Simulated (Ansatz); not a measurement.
**SiW$_{3}$ (Im-3m), a vibration from a frozen displacement**

These are results of DFT PBE, scalar-relativistic, plane waves, PAW in Ansatz 0.2.0, not measurements. Cutoff 420 eV, Γ-centred 14×14×14 k-points, Gaussian smearing of 0.15 eV. Spin–orbit coupling is left out, which matters for the heavy elements here. No spin polarisation. Energies are free energies at this smearing, counted from the undisturbed cell; pressure is positive in compression.

The undisturbed cell (relaxed at this level; it needn't be the usual structure):

```
Si W
1.0
    -2.60377    2.60377    2.60377
     2.60377   -2.60377    2.60377
     2.60377    2.60377   -2.60377
Si W
1 3
Direct
  0.00000 0.00000 0.00000
  0.50000 0.50000 0.00000
  0.50000 0.00000 0.50000
  0.00000 0.50000 0.50000
```

Atom 2 (W) is moved by x along the Cartesian unit vector (0.000, 0.000, 1.000); the cell and all other atoms stay fixed. The cell's volume is 70.61 Å³; the moved atoms weigh 183.840 u together and the others 395.765 u.

| x (Å) | ΔE (meV/cell) | total force on the moved atoms along the move (eV/Å) | pressure (GPa) |
| --- | --- | --- | --- |
| -0.1000 | -11.22 | -0.1840 | 0.2858 |
| -0.0500 | -3.21 | -0.1228 | 0.0881 |
| 0.0000 | 0.00 | 0.0000 | 0.0178 |
| 0.0750 | -6.83 | 0.1638 | 0.1727 |

What frequency belongs to this motion?

The force constant is k = −dF/dx = -2.347 eV/Å², from the parabola through x = -0.0500, 0 and 0.0750. In every cell the moved atoms swing against the rest, so the mass is μ = m₁m₂/(m₁ + m₂) = 125.529 u, and ν̃ = 521.5 cm⁻¹ × √(|k|/μ) = 71i cm⁻¹. Steps this long are already anharmonic: the energies of the same points give k = -2.483 eV/Å², so the harmonic k is uncertain by that gap or more. The pattern needn't be a normal mode: ν̃² is then a weighted mean of the squared nonzero frequencies at the zone centre of this cell, so it lies between the lowest and the highest of them, and at least one of them is imaginary.

Where does the displacement stop?

Not within the scan: the energy still falls at its end, so along this line the minimum lies further out.

In a metal these slopes depend on the k mesh and the smearing.